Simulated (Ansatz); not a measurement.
# Cu(111): from terraces to steps

Method: DFT PBEsol, scalar-relativistic, plane waves, PAW (Ansatz).

Cutoff 420 eV, Γ-centred meshes of like density (3×15×1 for the 24-atom cell), Gaussian smearing of 0.10 eV, energies at zero smearing and 0 K, each start's symmetry kept, no spin polarisation.

A (111) slab of relaxed bulk Cu (Fm-3m, 11.31 Å³/atom, gap on the mesh 0.00 eV), 4 planes in a 6×1 cell with the lowest 2 held; added atoms sit on lattice sites of the next plane. A dipole correction is on. The surface energy is the mean of the held and the free face; step energies are per length and the mean of the stripe's two steps, which run along the shortest translation of the plane; step and island energies count from the flat slab and bulk atoms.

The flat slab gives a surface energy of 1.66 J/m² (103.8 meV/Å²); planes follow at h = 2.06 Å, and an atom takes 5.50 Å² of its plane.

Question: Estimate the step energy β from the surface energy and compare with the stripes.

Answer: A step opens a strip of height h, so a first guess is γh = 103.8 × 2.06 = 213 meV/Å. Computed: 123 meV/Å for the stripe 2 surface cells wide, 117 meV/Å for the stripe 3 surface cells wide, 0.58 and 0.55 of the guess. A value under γh is usual for metals: the riser is a slanted microfacet that covers some terrace, so at slant φ it costs h(γ_facet/sin φ − γ/tan φ), or γh tan(φ/2) for equal energies, 0.41 γh at 45° and 0.52 γh at 55°. The two widths differ by 7 meV/Å (before rounding), from step–step interaction and confinement in so narrow a cell, or from the k mesh, which in a metal moves β by several meV/Å. A vicinal face tilted by θ holds tan θ/h steps per length, so its energy per terrace area is γ + (β/h) tan θ for far-apart steps, with β/h = 0.91 J/m². On fcc(111) the stripe's two edges are unlike, with (100) and (111) microfacets at 55° and 71°, while a vicinal face holds one kind, so this slope is the mean of two tilts.

Slabs of three or four planes are thin, so both faces still feel each other.

Small energy differences in metals hang on the k mesh (about 10 mJ/m² or 1 to 2 meV/atom on the mesh of the relaxation).

Cost: 3 runs of about 100 core-minutes in all, on Intel Xeon Platinum 8488C (Sapphire Rapids) (shared hosts).